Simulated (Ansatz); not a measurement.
Values for one crystal, relaxed and computed with PBEsol (plane waves, PAW; program Ansatz); other levels are named.

| Item | Value |
|---|---|
| Volume per atom | 25.36 Å³ |
| Electronic character | no gap, with almost no states at the Fermi level (zero-gap or semimetallic) |
| HSE06 gap on the PBEsol cell | 0.41 eV (a hybrid on a coarse mesh can open a false gap in a semimetal) |
| Pressure derivative B′ | 4.9 |
| Hill bulk and shear moduli | 60.3 and 15.8 GPa |
| Gap with spin–orbit coupling | none (metallic) |
| Elastic constants (relaxed ions, GPa) | C11 = 71.3, C12 = 54.8, C44 = 24.5 |

### Question
Which compound is it?
A. VN, rock salt
B. HgO, P-6m2 (Hg on 1a, O on 1f)
C. HgS, zinc blende
D. GaSb, C2/m (Ga on 2b, Sb on 2c)

### Answer
C, HgS, zinc blende

Space group F-43m (zinc blende). The PBEsol relaxation kept the symmetry of its start. As this level gives no gap, shear constants depend on the k-mesh and smearing (Fermi–Dirac, 0.1 eV here). Spin–orbit coupling is left out wherever it is not named.

Potentials: the later of the program's two PAW sets.
